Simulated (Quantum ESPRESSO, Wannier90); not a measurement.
# Sr2CuBrO2 (R-3m): Wannier90 run

Materials Project entry mp-552537; symmetrised, unrelaxed at this level. COD (Crystallography Open Database) has an entry of this formula and space group (matched by these alone). Level: PBEsol, spinors with spin-orbit coupling; pw.x of Quantum ESPRESSO at 74 Ry with PseudoDojo potentials, 4×4×4 k-points, Wannier90. Density: 10×10×10 mesh, Gaussian smearing 0.01 Ry. A non-magnetic state is assumed, with no Hubbard U; filled 3d bands tend to lie too high at this level.

On the energy scale of pw.x, whose zero is arbitrary, the valence-band maximum lies at 6.38 eV.

Input w.win:

```
num_bands = 4
num_wann = 4
exclude_bands = 1-12,17-86
spinors = true
num_iter = 1000
conv_tol = 1.0e-6
conv_window = 4
write_hr = true
write_u_matrices = true
auto_projections = true
begin unit_cell_cart
ang
   -2.0237851205    3.5052986522    0.0000000000
   -4.0475702409    0.0000000000    0.0000000000
   -2.0237851205    1.1684328841    9.4433700000
end unit_cell_cart
begin atoms_frac
Sr  -0.2528390000 -0.2528390000 -0.2414830000
Sr   0.2528390000  0.2528390000  0.2414830000
Cu   0.5000000000  0.5000000000  0.5000000000
Br   0.0000000000  0.0000000000  0.0000000000
O   -0.4365220000 -0.4365220000  0.3095660000
O    0.4365220000  0.4365220000 -0.3095660000
end atoms_frac
mp_grid = 4 4 4
begin kpoints
0.0000000000 0.0000000000 0.0000000000
0.0000000000 0.0000000000 0.2500000000
0.0000000000 0.0000000000 0.5000000000
... (61 more lines: the 4x4x4 mesh through Gamma)
end kpoints
```

Input of pw2wannier90.x that gives the overlap and projection files (equivalent; here they were cut from one run over all bands):

```
&inputpp
  outdir = './out'
  prefix = 'pwscf'
  seedname = 'w'
  write_amn = .true.
  write_mmn = .true.
  atom_proj = .true.
  atom_proj_exclude = 1 2 3 4 5 6 7 8 9 10 11 12 13 14 15 16 17 18 19 20 21 22 23 24 25 26 27 28 29 30 31 32 33 34 35 36 37 38 39 40 41 42 43 44 45 46 47 48 51 52 53 54 55 56 59 60 61 62 63 64
/
```

Output w.wout (banner and timings cut):

```
                                    ------
                                    SYSTEM
                                    ------

                              Lattice Vectors (Ang)
                    a_1    -2.023785   3.505299   0.000000
                    a_2    -4.047570   0.000000   0.000000
                    a_3    -2.023785   1.168433   9.443370

                   Unit Cell Volume:     133.98199  (Ang^3)

                        Reciprocal-Space Vectors (Ang^-1)
                    b_1     0.000000   1.792482  -0.221785
                    b_2    -1.552335  -0.896241  -0.221785
                    b_3     0.000000   0.000000   0.665354

 *----------------------------------------------------------------------------*
 |   Site       Fractional Coordinate          Cartesian Coordinate (Ang)     |
 +----------------------------------------------------------------------------+
 | sr   1  -0.25284  -0.25284  -0.24148   |    2.02379  -1.16843  -2.28041    |
 | sr   2   0.25284   0.25284   0.24148   |   -2.02379   1.16843   2.28041    |
 | cu   1   0.50000   0.50000   0.50000   |   -4.04757   2.33687   4.72168    |
 | br   1   0.00000   0.00000   0.00000   |   -0.00000   0.00000   0.00000    |
 | o    1  -0.43652  -0.43652   0.30957   |    2.02379  -1.16843   2.92335    |
 | o    2   0.43652   0.43652  -0.30957   |   -2.02379   1.16843  -2.92335    |
 *----------------------------------------------------------------------------*
                                ------------
                                K-POINT GRID
                                ------------

             Grid size =  4 x  4 x  4      Total points =   64

 *---------------------------------- MAIN ------------------------------------*
 |  Number of Wannier Functions               :                 4             |
 |  Number of Objective Wannier Functions     :                 4             |
 |  Number of input Bloch states              :                 4             |
 |  Output verbosity (1=low, 5=high)          :                 1             |
 |  Timing Level (1=low, 5=high)              :                 1             |
 |  Optimisation (0=memory, 3=speed)          :                 3             |
 |  Length Unit                               :               Ang             |
 |  Post-processing setup (write *.nnkp)      :                 F             |
 |  Using Gamma-only branch of algorithms     :                 F             |
 *----------------------------------------------------------------------------*
 *------------------------------- WANNIERISE ---------------------------------*
 |  Total number of iterations                :              1000             |
 |  Number of CG steps before reset           :                 5             |
 |  Trial step length for line search         :             2.000             |
 |  Convergence tolerence                     :         0.100E-05             |
 |  Convergence window                        :                 4             |
 |  Iterations between writing output         :                 1             |
 |  Iterations between backing up to disk     :               100             |
 |  Write r^2_nm to file                      :                 F             |
 |  Write xyz WF centres to file              :                 F             |
 |  Write on-site energies <0n|H|0n> to file  :                 F             |
 |  Use guiding centre to control phases      :                 F             |
 |  Use phases for initial projections        :                 F             |
 *----------------------------------------------------------------------------*
 *-------------------------------- PLOTTING ----------------------------------*
 |  Plotting Hamiltonian in WF basis          :                 T             |
 *----------------------------------------------------------------------------*

       ... (k-mesh section left out)

 Starting a new Wannier90 calculation ...

 Reading overlaps from w.mmn

 Reading projections from w.amn

 *------------------------------- WANNIERISE ---------------------------------*
 +--------------------------------------------------------------------+<-- CONV
 | Iter  Delta Spread     RMS Gradient      Spread (Ang^2)            |<-- CONV
 +--------------------------------------------------------------------+<-- CONV

 ------------------------------------------------------------------------------
 Initial State
  WF centre and spread    1  (  2.023785, -1.168433,  2.745566 )     2.44625719
  WF centre and spread    2  (  2.023785, -1.168433,  2.745566 )     2.44625719
  WF centre and spread    3  ( -2.023785,  1.168433, -2.745566 )     2.44625719
  WF centre and spread    4  ( -2.023785,  1.168433, -2.745566 )     2.44625719
  Sum of centres and spreads (  0.000000,  0.000000,  0.000000 )     9.78502874

      0     0.979E+01     0.0000000000        9.7850287446  <-- CONV
        O_D=      0.2532825 O_OD=      0.1264147 O_TOT=      9.7850287 <-- SPRD
 ------------------------------------------------------------------------------
      1    -0.303E-02     0.0852149431        9.7820026733  <-- CONV
        O_D=      0.2510090 O_OD=      0.1256622 O_TOT=      9.7820027 <-- SPRD
      2    -0.790E-03     0.0565084293        9.7812125163  <-- CONV
        O_D=      0.2503108 O_OD=      0.1255702 O_TOT=      9.7812125 <-- SPRD
      3    -0.185E-04     0.0088793315        9.7811940532  <-- CONV
        O_D=      0.2503034 O_OD=      0.1255591 O_TOT=      9.7811941 <-- SPRD
      4    -0.110E-04     0.0044659622        9.7811830877  <-- CONV
        O_D=      0.2503027 O_OD=      0.1255488 O_TOT=      9.7811831 <-- SPRD
      5    -0.389E-05     0.0031830225        9.7811791953  <-- CONV
        O_D=      0.2503027 O_OD=      0.1255449 O_TOT=      9.7811792 <-- SPRD
       ... (lines left out)
      8    -0.121E-06     0.0006630276        9.7811774739  <-- CONV
        O_D=      0.2503041 O_OD=      0.1255419 O_TOT=      9.7811775 <-- SPRD
      9    -0.501E-07     0.0003912311        9.7811774238  <-- CONV
        O_D=      0.2503046 O_OD=      0.1255414 O_TOT=      9.7811774 <-- SPRD
     10    -0.842E-08     0.0001803839        9.7811774154  <-- CONV
        O_D=      0.2503047 O_OD=      0.1255412 O_TOT=      9.7811774 <-- SPRD
             <<<     Delta < 1.000E-06  over  4 iterations     >>>
             <<< Wannierisation convergence criteria satisfied >>>
 Final State
  WF centre and spread    1  (  2.023785, -1.168433,  2.745475 )     2.44529435
  WF centre and spread    2  (  2.023785, -1.168433,  2.745475 )     2.44529435
  WF centre and spread    3  ( -2.023785,  1.168433, -2.745475 )     2.44529435
  WF centre and spread    4  ( -2.023785,  1.168433, -2.745475 )     2.44529435
  Sum of centres and spreads (  0.000000,  0.000000,  0.000000 )     9.78117742

         Spreads (Ang^2)       Omega I      =     9.405331515
        ================       Omega D      =     0.250304691
                               Omega OD     =     0.125541209
    Final Spread (Ang^2)       Omega Total  =     9.781177415
```
